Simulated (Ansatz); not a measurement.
MgZn$_{2}$O$_{3}$:
```yaml
crystal:
  lattice:
    - [2.97170, 0.00000, 0.00000]
    - [-1.48585, 2.57357, 0.00000]
    - [0.00000, 0.00000, 7.24111]
  atoms:
    - { symbol: Mg, position: [0.00000, 0.00000, 0.00000] }
    - { symbol: Zn, position: [0.33333, 0.66667, 0.66840] }
    - { symbol: Zn, position: [0.66667, 0.33333, 0.33160] }
    - { symbol: O, position: [0.33333, 0.66667, 0.16175] }
    - { symbol: O, position: [0.66667, 0.33333, 0.83825] }
    - { symbol: O, position: [0.00000, 0.00000, 0.50000] }
```

Relaxed with LDA. Special points in fractions of this cell's reciprocal vectors: Γ (0.000, 0.000, 0.000); M (0.500, 0.000, 0.000); K (0.333, 0.333, 0.000); A (0.000, 0.000, 0.500); L (0.500, 0.000, 0.500); H (0.333, 0.333, 0.500).

List the band energies nearest the valence-band maximum at these points for LDA (plane waves, PAW; program Ansatz).

In eV from the valence-band maximum; about four levels below and three above (degenerate sets whole), none deeper than 8.9 eV; points with the same levels are listed once.

```csv
k,below,above
Γ,-1.01 -1.01 0.00 0.00,2.14 5.75 5.82
M,-1.73 -1.28 -0.73 -0.33,5.40 7.07 7.56
K,-2.70 -1.13 -1.13 -0.55,7.54 7.54 8.67
A,-0.64 -0.64 -0.11 -0.11,3.46 4.40 6.11
L,-2.22 -1.64 -0.16 -0.11,5.84 6.13 7.50
H,-2.14 -1.46 -1.46 -0.89,7.72 7.72 9.06
```

Space group P-3m1. The workflow started from a Materials Project entry (that database holds measured and hypothetical structures alike); the Crystallography Open Database copy checked does not list it. With Mg and Zn taken as one species the cell has the higher symmetry Fm-3m, so it may be an ordered model of a mixed-site phase. Its standing as an ambient phase is unchecked. Symmetry was held in the LDA relaxation; phonons on a q-mesh show no instability.

Potentials: the later of the program's two PAW sets.
